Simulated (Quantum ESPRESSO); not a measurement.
Cheap against tight settings: ZnSe

```
ZnSe
1.0
    0.00000     2.83244     2.83244
    2.83244     0.00000     2.83244
    2.83244     2.83244     0.00000
Zn Se
1 1
Direct
  0.00000   0.00000   0.00000
  0.75000   0.75000   0.75000
```
The geometry is a computed Materials Project entry, not a measured one. It is ZnSe in F-43m. Stability against distortions was not tested.

Method: σ by PBE GIPAW (a modified build of Quantum ESPRESSO, JTH PAW datasets). The cutoff rises from row to row, with the meshes as listed. Costs are rough, from a shared machine. These are absolute shieldings with no macroscopic susceptibility term; δ = σ_ref − σ needs a reference computed alike. Spin–orbit coupling is left out; its weight grows with the heaviest atom, Se here. No d partial waves on Se: the paramagnetic term there is incompletely reconstructed. The structure is static (0 K, no zero-point motion).

```csv
setting,cutoff (Ha),k-mesh,σ_iso Zn (ppm),σ_iso Se (ppm),f-sum rule missed by (%),rough cost ratio
A,10,4×4×4 through Γ,683.9,-2301.9,6.8,about 1
B,12,5×5×5 shifted,1072.4,1889.7,0.28,2
C,20,8×8×8 shifted,1276.9,1874.5,0.02,8
D,30,11×11×11 shifted,1260.5,1865.4,0.00,50
```

Largest change from the last row but one to the last: σ_iso Zn (ppm) by -16.4.
